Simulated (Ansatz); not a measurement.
A geometry of ZnSnP2 away from equilibrium: step 2 of the relaxation of a relaxed ZnSnP2 cell with every coordinate shifted by Gaussian noise of σ = 0.3 Å. Calculation: PBEsol (plane waves to 420 eV, PAW, scalar-relativistic; Ansatz, a program for electronic structure). Γ-centred k-mesh 5×5×6 on the run's cell (coarser than for final values), Fermi–Dirac smearing 0.05 eV.

```
ZnSnP2
1.0
   -2.78635     2.85154     5.65340
    2.84747    -2.80318     5.65976
    2.79697     2.81380    -5.62931
Zn Sn P
2 2 4
Direct
  0.62613   0.13595   0.41020
  0.04132   0.03193   0.03523
  0.25379   0.76389   0.43922
  0.40900   0.41918   0.83631
  0.03181   0.13797   0.43565
  0.69827   0.55791   0.43420
  0.38911   0.84458   0.95071
  0.84563   0.31426   0.01163
```

**Question.** Which atoms carry the largest force, and which way does it point?

**Answer.** 7.68 eV/Å, on Zn1 (atoms numbered as listed); on Zn1 its components are (5.56, 4.85, 2.12).

**Question.** What is the pressure?

**Answer.** +6.1 GPa, compression positive.

**Question.** How far above the relaxed end point is this geometry?

**Answer.** 0.72 eV/atom; the path ends in I-42d (No. 122) (chalcopyrite type).

No spin polarisation in the result.
